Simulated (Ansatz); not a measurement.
# ZnPt: energy along a strain

ZnPt, P4/mmm, a = 2.864 Å, c = 3.510 Å (as given, not relaxed at this level: -5.9 GPa). The structure is a COD entry; whether it is the stable form wasn't checked. Ansatz: PBEsol, PAW, 420 eV, Γ-centred 16×16×14 mesh on 2 atoms, Gaussian smearing 0.15 eV; no spin polarisation. Cell vectors (Å): 2.864 0.000 0.000; 0.000 2.864 0.000; 0.000 0.000 3.510. The cell is strained by x per cent times the pattern (0 0 0 0 0 1) in the order xx yy zz yz xz xy (engineering shears), with fractional coordinates held. y is the free energy over the start, V0 = 14.395 Å³/atom. Symmetry makes y even in x. Points with a strain past 8.5 % were computed too (2) and aren't used here.

| x (%) | y (meV/atom) |
| --- | --- |
| -5.00 | 5.94 |
| 0.00 | 0.00 |
| 1.25 | 0.37 |
| 2.50 | 1.47 |
| 3.75 | 3.33 |
| 6.25 | 9.27 |
| 7.50 | ? |

Problem. Fit y = c2 x² + c4 x⁴ to the other rows, get the stiffness along the pattern, and predict the missing energy.

Solution. Least squares on the rows shown. y = 0.2369 x² + 1.380×10⁻⁵ x⁴. The clamped-ion stiffness p·C·p = 2 × 2.369 eV × 160.2 / 14.395 Å³ = 53 GPa, which is C66 in these axes (second derivative at the start, which stands under stress). At x = 7.50 the fit asked for gives 13.37 meV/atom. The run gave 13.34 meV/atom, so the fit is 0.03 meV/atom too high, a small miss on the scale of the series.

Spin–orbit coupling is left out, which can shift energies with elements as heavy as these.